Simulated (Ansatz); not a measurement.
An element in the sc structure gives these cold pressures by all-electron LAPW under LDA (Ansatz 0.2.0, scalar-relativistic, spin-polarised).

| V (Å³/atom) | P (GPa) |
| --- | --- |
| 11.08 | 0.03 |
| 10.52 | 14.51 |
| 9.42 | 58.2 |
| 8.31 | 134.1 |
| 7.20 | 270.9 |
| 6.09 | 530.4 |
| 4.98 | 1073 |
| 4.43 | 1576 |

(1) Which element is it?

## Answers

(1) Mn. Its zero-pressure volume in this structure is near 11.1 Å³/atom; the volume and the steepness of P(V) together point to it, though neighbours can come close. Neighbours weren't tried against these numbers.
